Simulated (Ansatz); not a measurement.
Values for one crystal, relaxed and computed with plane-wave PAW LDA (Ansatz code); other levels are named.

- Volume per atom = 21.84 Å³
- Band gap = 0.24 eV (direct)
- Conduction-band minimum = at Γ
- Valence-band maximum = at Γ
- Mechanical stability = stable (all eigenvalues of C positive)
- Pressure derivative B′ = 4.2
- Electron effective mass, band 2 of 2 at the edge = 0.048 along [100], 0.062 along [110], 0.090 along [111] (mₑ)

Question: Pick the material that matches.
A. NaF, rock salt
B. Ag2S, Cmcm (Ag on 4b, Ag on 4c, S on 4c)
C. GaN, P6_3mc (Ga on 2a, Ga on 2b, N on 2a, N on 2b)
D. Ca3BiN, anti-perovskite

Answer: D, Ca3BiN, anti-perovskite

Space group Pm-3m (anti-perovskite). The workflow started from a Materials Project entry (that database holds measured and hypothetical structures alike); the Crystallography Open Database files this formula in space group No. 221, but the cells were not matched. Its standing as an ambient phase is unchecked. The LDA relaxation kept the symmetry of its start; of distortions, only those at the zone centre were tested. Scalar-relativistic: spin–orbit coupling is off unless named, which matters more the heavier the elements.

Potentials: the later of the program's two PAW sets.
